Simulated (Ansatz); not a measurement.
ZrN (rock salt)

```yaml
crystal:
  lattice:
    - [0.00000, 2.29761, 2.29761]
    - [2.29761, 0.00000, 2.29761]
    - [2.29761, 2.29761, 0.00000]
  atoms:
    - { symbol: N, position: [0.00000, 0.00000, 0.00000] }
    - { symbol: Zr, position: [0.50000, 0.50000, 0.50000] }
```

The slice is a {110} plane (indices of the conventional cell) through the point (0.500, 0.500, 0.500) (fractional), spanned by u = [100] and v = [1 -1 -1] in vectors of this cell: u (3.25 Å) and v (4.60 Å, at 90° to u). It covers one period; positions are fractions (u, v).

All values below come from PBE (plane waves to 420 eV, PAW, scalar-relativistic; Ansatz, a first-principles code). k mesh 17×17×17. Inside the PAW spheres the values are not all-electron values, and peaks at nuclei hang on which shells count as valence. The PAW data are Ansatz's earlier set. ZrN is run without spin polarisation. ZrN was relaxed with its symmetry unable to fall.

### Question
What is the valence density on the shortest N–Zr line in this plane (2.30 Å), at its minimum between the atoms?

### Answer
0.44 e/Å³.

### Question
What is the ELF at the density minimum of the shortest N–Zr line in this plane (2.30 Å)?

### Answer
0.2.

### Question
Predict the map of the electrostatic potential energy of an electron, from the cell's mean on the slice.

### Answer
| v \ u | 0.00 | 0.10 | 0.20 | 0.30 | 0.40 | 0.50 | 0.60 | 0.70 | 0.80 | 0.90 |
|---|---|---|---|---|---|---|---|---|---|---|
| 0.86 | x | x | x | 3.7 | 9.2 | 10.8 | 9.2 | 3.7 | x | x |
| 0.71 | x | 7.6 | 9.6 | 10.9 | 11.4 | 11.5 | 11.4 | 11.0 | 9.7 | 7.6 |
| 0.57 | x | x | x | 10.7 | 10.5 | 10.0 | 10.5 | 10.7 | x | x |
| 0.43 | x | x | x | 10.7 | 10.5 | 10.0 | 10.5 | 10.7 | x | x |
| 0.29 | x | 7.6 | 9.7 | 11.0 | 11.4 | 11.5 | 11.4 | 10.9 | 9.6 | 7.6 |
| 0.14 | x | x | x | 3.7 | 9.2 | 10.8 | 9.2 | 3.7 | x | x |
| 0.00 | x | x | x | x | 6.7 | 9.6 | 6.7 | x | x | x |

Values: electrostatic potential energy of an electron, from the cell's mean, in eV. Points within 1 Å of a nucleus are blanked (x), as the pseudised field means little there. Values under 3 eV are set to 3. The zero, the cell's mean, hangs on the PAW cores.
